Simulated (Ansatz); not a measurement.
An Ansatz (an electronic-structure program) run. Input:

Ansatz 0.2 input:
```yaml
crystal:
  lattice:
    - [-2.4969001012, 2.4969001012, 8.110961515]
    - [2.4969001012, -2.4969001012, 8.110961515]
    - [2.4969001012, 2.4969001012, -8.110961515]
  atoms:
    - { symbol: Rb, position: [0.3571602891, 0.3571602891, 0.0] }
    - { symbol: Rb, position: [0.642839711, 0.642839711, 0.0] }
    - { symbol: Mg, position: [0.0, 0.0, 0.0] }
    - { symbol: Cl, position: [0.1547647736, 0.1547647736, 0.0] }
    - { symbol: Cl, position: [0.8452352264, 0.8452352264, 0.0] }
    - { symbol: Cl, position: [0.5, 0.0, 0.5] }
    - { symbol: Cl, position: [0.0, 0.5, 0.5] }
kpoints:
  mp_grid: { grid: [6, 6, 6] }
  band_path:
    path:
      - [[0.0, 0.0, 0.0], [0.0, 0.0, 0.5], [0.25, 0.25, 0.25], [0.0, 0.5, 0.0], [0.0, 0.0, 0.0], [0.5, 0.5, -0.5], [0.2736917784, 0.7263082216, -0.2736917784]]  # Γ-X-P-N-Γ-M-S
      - [[-0.2736917784, 0.2736917784, 0.2736917784], [0.0, 0.0, 0.0]]  # S_0-Γ
      - [[0.0, 0.0, 0.5], [-0.0473835567, 0.0473835567, 0.5]]  # X-R
      - [[0.5, 0.5, -0.0473835567], [0.5, 0.5, -0.5]]  # G-M
      - [VBM, CBM]
    npoints: 8
hamiltonian:
  xc: r2scan
  pseudopotentials: { kind: paw }
magnetization: { noncollinear: true, spin_orbit: true }
scf:
  n_extra_bands: 14
  convergence: { dr2_threshold: 0.0000000001 }
  occupations: { method: gaussian, width: 0.01 }
checkpoint: { write: soc.run }
output: { eigenvalues: true }
```

Output (shortened):

```
basis.fft_grid_basis auto: the FFT boxes are laid along the combinations [[1, 0, 1], [0, 1, 1], [0, 0, 1]] of the cell's own vectors, 4.994, 4.994 and 8.846 Å …
Pseudopotentials: kind: paw_fr
Pseudopotential: Rb, paw_fr, valence charge 9
Pseudopotential: Mg, paw_fr, valence charge 10
Pseudopotential: Cl, paw_fr, valence charge 7
Functional definition: r2SCAN
non-collinear run that drives no moment, with spin-orbit …
Crystal: 7 atoms, lattice volume = 202.271 Å³
Basis set: ecut = 500 eV, 5149 PW (Γ), FFT grids on a1+a3, a2+a3, a3, exchange–correlation on 160×160×288 points (64 copies of the dense FFT grid, shifted against one another)
Bands: 70, of which v1, the nominal top of the filled ones, is band 56 counted from 1 (55 counted from 0)
Symmetry: 16 space group operations + 16 with time reversal
k-points: 30 of 216
Projection manifold: j_resolved (fully-relativistic pseudo-atomic orbitals)
PAW frozen core: Rb, regenerated for the run's functional
PAW frozen core: Mg, regenerated for the run's functional
PAW frozen core: Cl, regenerated for the run's functional
Initial density: superposition of atomic densities (chi_scale 0.1, normalization cell, long waves kept (reshape's long-wave potential 0.12 eV rms))
Initial wavefunctions: pseudopotential atomic-orbital guess
Eigensolver: davidson
Functional: x = r2scan, c = r2scan; τ floored in thin density (d = 2e-4 eV/Å³)
SCF iter   1: F=—  HF=-12824.270422 eV  |F-HF|=—  |Δ(HF+E_count)|=         —  Δρ=4.01e-2  dr2=4.78e0  dr2_τ=2.11e-2  dr2_m=0.00e0 (ungated)  ethr=3.10e-3  |M|=0.00e0 ∫|m|=0.00e0 μB  |m|>n=0.0e0 m-floor=0.0e0 τ_xc=0.0e0  β_m=0.30  ⟨swp⟩=10.3  Hψ=5783  notcnv=0  defer=20
all-band conjugate gradients solve this SCF's bands
preconditioner: auto → Resta (q_TF=auto, 2.203 Å⁻¹)
spin=Noncollinear: Resta preconditioning applied to the charge; magnetization (m_x, m_y, m_z) channels mix plain (no charge-response kernel on spin).
SCF iter   2: F=—  HF=-12823.357953 eV  |F-HF|=—  |Δ(HF+E_count)|=   9.12e-1  Δρ=2.53e-2  dr2=2.08e0  dr2_τ=5.80e-3  dr2_m=0.00e0 (ungated)  ethr=3.10e-3  |M|=0.00e0 ∫|m|=0.00e0 μB  |m|>n=0.0e0 m-floor=0.0e0 τ_xc=0.0e0  β_m=0.56  ⟨swp⟩=3.4  Hψ=1919  notcnv=0  defer=266
SCF iter   3: F=—  HF=-12822.614440 eV  |F-HF|=—  |Δ(HF+E_count)|=   7.44e-1  Δρ=5.21e-3  dr2=8.53e-2  dr2_τ=8.19e-4  dr2_m=0.00e0 (ungated)  ethr=3.10e-3  |M|=0.00e0 ∫|m|=0.00e0 μB  |m|>n=0.0e0 m-floor=0.0e0 τ_xc=0.0e0  β_m=0.77  ⟨swp⟩=4.1  Hψ=2103  notcnv=0  defer=258
SCF iter   4: F=—  HF=-12822.616463 eV  |F-HF|=—  |Δ(HF+E_count)|=   2.02e-3  Δρ=1.69e-3  dr2=5.99e-3  dr2_τ=1.62e-4  dr2_m=0.00e0 (ungated)  ethr=1.52e-4  |M|=0.00e0 ∫|m|=0.00e0 μB  |m|>n=0.0e0 m-floor=0.0e0 τ_xc=0.0e0  β_m=0.84  ⟨swp⟩=4.1  Hψ=1963  notcnv=0  defer=254
SCF iter   5: F=—  HF=-12822.618121 eV  |F-HF|=—  |Δ(HF+E_count)|=   1.66e-3  Δρ=2.87e-4  dr2=2.23e-4  dr2_τ=8.57e-6  dr2_m=0.00e0 (ungated)  ethr=1.07e-5  |M|=0.00e0 ∫|m|=0.00e0 μB  |m|>n=0.0e0 m-floor=0.0e0 τ_xc=0.0e0  β_m=0.87  ⟨swp⟩=3.2  Hψ=1810  notcnv=0  defer=254
SCF iter   6: F=—  HF=-12822.618343 eV  |F-HF|=—  |Δ(HF+E_count)|=   2.21e-4  Δρ=8.85e-5  dr2=2.04e-5  dr2_τ=3.46e-7  dr2_m=0.00e0 (ungated)  ethr=3.99e-7  |M|=0.00e0 ∫|m|=0.00e0 μB  |m|>n=0.0e0 m-floor=0.0e0 τ_xc=0.0e0  β_m=0.93  ⟨swp⟩=2.1  Hψ=1608  notcnv=0  defer=254
SCF iter   7: F=—  HF=-12822.618380 eV  |F-HF|=—  |Δ(HF+E_count)|=   3.72e-5  Δρ=1.66e-5  dr2=9.79e-7  dr2_τ=9.69e-9  dr2_m=0.00e0 (ungated)  ethr=3.65e-8  |M|=0.00e0 ∫|m|=0.00e0 μB  |m|>n=0.0e0 m-floor=0.0e0 τ_xc=0.0e0  β_m=0.97  ⟨swp⟩=2.0  Hψ=1713  notcnv=0  defer=254
SCF iter   8: F=—  HF=-12822.618414 eV  |F-HF|=—  |Δ(HF+E_count)|=   3.45e-5  Δρ=4.78e-6  dr2=5.11e-8  dr2_τ=1.53e-9  dr2_m=0.00e0 (ungated)  ethr=1.75e-9  |M|=0.00e0 ∫|m|=0.00e0 μB  |m|>n=0.0e0 m-floor=0.0e0 τ_xc=0.0e0  β_m=0.97  ⟨swp⟩=2.0  Hψ=1585  notcnv=0  defer=254
SCF iter  11: F=-12822.618414 eV  HF=-12822.618414 eV  |F-HF|=0.00e0  |Δ(HF+E_count)|=  9.09e-11  Δρ=4.01e-8  dr2=3.38e-12  dr2_τ=1.44e-13  dr2_m=0.00e0 (ungated)  ethr=1.00e-12  |M|=0.00e0 ∫|m|=0.00e0 μB  |m|>n=0.0e0 m-floor=0.0e0 τ_xc=0.0e0  ⟨swp⟩=15.9  Hψ=5096  notcnv=0
SCF 1 converged in 11 iterations: F = -12822.618414 eV  dr2 = 3.38e-12
NSCF: frozen V_eff on 30 k-points
NSCF: frozen V_eff on 30 k-points
NSCF: frozen V_eff on 30 k-points
NSCF: frozen V_eff on 29 k-points
NSCF: frozen V_eff on 13 k-points
NSCF: frozen V_eff on 7 k-points
NSCF: frozen V_eff on 7 k-points
NSCF: frozen V_eff on 3 k-points
NSCF: frozen V_eff on 85 k-points
SCF converged after 11 iterations
Magnetization: |M| = 0.0000 μB,  M = (+0.0000, +0.0000, +0.0000) μB
Absolute magnetization: 0.0000 μB (∫|m|)
  site 0: m = (+0.0000, +0.0000, +0.0000) μB, |m| = 0.0000 μB  (R = 1.35 Å)
  site 1: m = (+0.0000, +0.0000, +0.0000) μB, |m| = 0.0000 μB  (R = 1.35 Å)
  site 2: m = (+0.0000, +0.0000, +0.0000) μB, |m| = 0.0000 μB  (R = 1.03 Å)
  site 3: m = (+0.0000, +0.0000, +0.0000) μB, |m| = 0.0000 μB  (R = 1.04 Å)
  site 4: m = (+0.0000, +0.0000, +0.0000) μB, |m| = 0.0000 μB  (R = 1.04 Å)
  site 5: m = (+0.0000, +0.0000, +0.0000) μB, |m| = 0.0000 μB  (R = 1.03 Å)
  site 6: m = (+0.0000, +0.0000, +0.0000) μB, |m| = 0.0000 μB  (R = 1.03 Å)
Free energy (F): -12822.618414 eV
Harris-Foulkes:  -12822.618414 eV  (|F-HF|=0.00e0)
Internal energy: -12822.618414 eV  (E = F + TS)
E sigma→0 (E₀):  -12822.618414 eV
Fermi energy:    4.329748 eV
--- Per-component energies (eV) ---
  E_band       = -654.860076
  E_kinetic    = 1109.451776
  E_local      = -4289.441462  (includes V_loc(G=0)·N_el)
  E_nonlocal   = 552.712248
  E_hartree    = 1455.440345
  E_xc         = -696.622840
  E_vxc        = -885.251788  (∫ρ·V_xc dr)
  E_paw        = -8223.137261  (= ΣΔE_a)
  E_vpaw       = -100.956634  (= ΣTr[D̂ρ^β])
  E_aug_tail   = 0.000144  (compensation charges beyond the density's cutoff)
  E_vtau       = 47.744874  (kinetic-family band-sum trace: ∫τ·v_τ [+ j·A + Jᵃ·Aᵃ] dr)
  E_ewald      = -2730.156080
  E_core_change = -0.865285  (= ΣΔE_core)
  E_smearing   =  0.000000  (= −TS)
  E_closure    = 0.000000  (closes the sum)
  Σ components = -12822.618414   (vs F -12822.618414, Δ=0.00e0)
  [band-id]    e_kinetic+e_local+e_nonlocal+2·e_hartree+e_vxc+e_vpaw+e_augmentation_tail+e_vtau = -654.860151   (vs E_band -654.860076, Δ=-7.48e-5)
--- Band table (eV; the first three rows and the last of 30) ---
  k-point 0: bands = ["-74.9683", "-74.9683", "-40.2655", "-40.2655", "-39.9862", "-39.9862", "-39.9626", "-39.9626", "-23.4465", "-23.4465", "-23.4388", "-23.4388", "-12.5395", "-12.5395", "-11.8406", "-11.8406", "-11.4708", "-11.4708", "-11.4297", "-11.4297", "-7.5833", "-7.5833", "-7.5739", "-7.5739", "-6.7250", "-6.7250", "-6.7236", "-6.7236", "-6.7179", "-6.7179", "-6.7005", "-6.7005", "-1.2567", "-1.2567", "-1.2227", "-1.2227", "-0.6049", "-0.6049", "0.0127", "0.0127", "0.5971", "0.5971", "0.8014", "0.8014", "0.8640", "0.8640", "0.8779", "0.8779", "0.9609", "0.9609", "1.1670", "1.1670", "1.2889", "1.2889", "1.3226", "1.3226", "7.1486", "7.1486", "8.2150", "8.2150", "9.1858", "9.1858", "9.4371", "9.4371", "9.5805", "9.5805", "9.8296", "9.8296", "9.8300", "9.8300"]
  k-point 1: bands = ["-74.9683", "-74.9683", "-40.2656", "-40.2656", "-39.9862", "-39.9862", "-39.9626", "-39.9626", "-23.4447", "-23.4447", "-23.4384", "-23.4384", "-12.4522", "-12.4522", "-11.9175", "-11.9175", "-11.4775", "-11.4775", "-11.4416", "-11.4416", "-7.5906", "-7.5906", "-7.5642", "-7.5642", "-6.7508", "-6.7508", "-6.7189", "-6.7189", "-6.7035", "-6.7035", "-6.6897", "-6.6897", "-1.6013", "-1.6013", "-0.8667", "-0.8667", "-0.5604", "-0.5604", "0.1475", "0.1475", "0.3230", "0.3230", "0.4797", "0.4797", "0.7025", "0.7025", "0.9210", "0.9210", "1.0056", "1.0056", "1.1350", "1.1350", "1.2246", "1.2246", "1.3313", "1.3313", "7.8640", "7.8640", "8.6906", "8.6906", "9.0874", "9.0874", "9.8592", "9.8592", "10.1078", "10.1078", "10.2675", "10.2675", "10.5198", "10.5198"]
  k-point 2: bands = ["-74.9683", "-74.9683", "-40.2656", "-40.2656", "-39.9863", "-39.9863", "-39.9627", "-39.9627", "-23.4414", "-23.4414", "-23.4375", "-23.4375", "-12.2527", "-12.2527", "-12.0632", "-12.0632", "-11.4756", "-11.4756", "-11.4695", "-11.4695", "-7.6225", "-7.6225", "-7.5679", "-7.5679", "-6.7960", "-6.7960", "-6.7496", "-6.7496", "-6.7065", "-6.7065", "-6.7004", "-6.7004", "-2.1776", "-2.1776", "-0.4225", "-0.4225", "-0.3397", "-0.3397", "-0.0493", "-0.0493", "0.0510", "0.0510", "0.4682", "0.4682", "0.6478", "0.6478", "0.8233", "0.8233", "1.0833", "1.0833", "1.1958", "1.1958", "1.2814", "1.2814", "1.4189", "1.4189", "8.9876", "8.9876", "9.2902", "9.2902", "9.3497", "9.3497", "10.1985", "10.1985", "10.5833", "10.5833", "10.5853", "10.5853", "10.8691", "10.8691"]
  k-point 29: bands = ["-74.9683", "-74.9683", "-40.2655", "-40.2655", "-39.9862", "-39.9862", "-39.9626", "-39.9626", "-23.4433", "-23.4433", "-23.4420", "-23.4420", "-12.5488", "-12.5488", "-11.8407", "-11.8407", "-11.4984", "-11.4984", "-11.3830", "-11.3830", "-7.6102", "-7.6102", "-7.5558", "-7.5558", "-6.7634", "-6.7634", "-6.7488", "-6.7488", "-6.6925", "-6.6925", "-6.6820", "-6.6820", "-1.2505", "-1.2505", "-1.2167", "-1.2167", "-0.5036", "-0.5036", "0.1744", "0.1744", "0.5995", "0.5995", "0.7615", "0.7615", "0.8202", "0.8202", "0.8964", "0.8964", "0.9668", "0.9668", "1.0443", "1.0443", "1.1797", "1.1797", "1.2607", "1.2607", "7.9102", "7.9102", "8.0825", "8.0825", "8.5792", "8.5792", "8.9379", "8.9379", "9.4433", "9.4433", "9.9769", "9.9769", "10.6003", "10.6003"]
  band table: 70 of 70 bands, residual norms ≤ 1.0e-3 eV
```

Cost: roughly 16 core-minutes on shared cores.

Space group I4/mmm. The first step of the workflow began from a Materials Project structure, measured or hypothetical; the Crystallography Open Database copy checked does not list it. Whether it is the stable phase at ambient conditions was not checked. Symmetry was held in the r²SCAN relaxation; whether a distortion lowers the energy is not shown.

Potentials: the later of the program's two PAW sets.

Ansatz is a plane-wave DFT program.
